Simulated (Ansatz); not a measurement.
BaMgF$_{4}$:
```xyz
12
Lattice="2.0457 -7.2868 0.0000 2.0457 7.2868 0.0000 0.0000 0.0000 5.8228" Properties=species:S:1:pos:R:3 pbc="T T T"
Ba     2.0457    -2.1972     0.8518
Ba     2.0457     2.1972     3.7632
Mg     2.0457    -6.0564     1.1053
Mg     2.0457     6.0564     4.0167
F      2.0457     1.1531     1.1862
F      2.0457    -1.1531     4.0976
F      2.0457    -4.4126     2.2200
F      2.0457     4.4126     5.1314
F      2.0457     6.8717     0.0505
F      2.0457    -6.8717     2.9619
F      2.0457     4.9024     2.4440
F      2.0457    -4.9024     5.3554
```

This is the PBEsol-relaxed structure. Tensor components refer to the Cartesian frame of this cell.

All from PBEsol (plane waves, PAW; program Ansatz), unless another level is named. Estimate the Debye temperature from the elastic constants.

357 K.

What about the piezoelectric stress constants (proper, relaxed ions, C/m²)?

e15 = 0.02, e24 = 0.83, e32 = -0.17, e33 = -0.60.

Space group Cmc2_1. The workflow started from a Materials Project entry (that database holds measured and hypothetical structures alike); the Crystallography Open Database files this formula in space group No. 36, but the cells were not matched. Whether it is the stable phase at ambient conditions was not checked. The cell was relaxed with PBEsol under the symmetry of its start; of distortions, only those at the zone centre were tested. Spin–orbit coupling is left out wherever it is not named.

Potentials: the earlier of the program's two PAW sets.
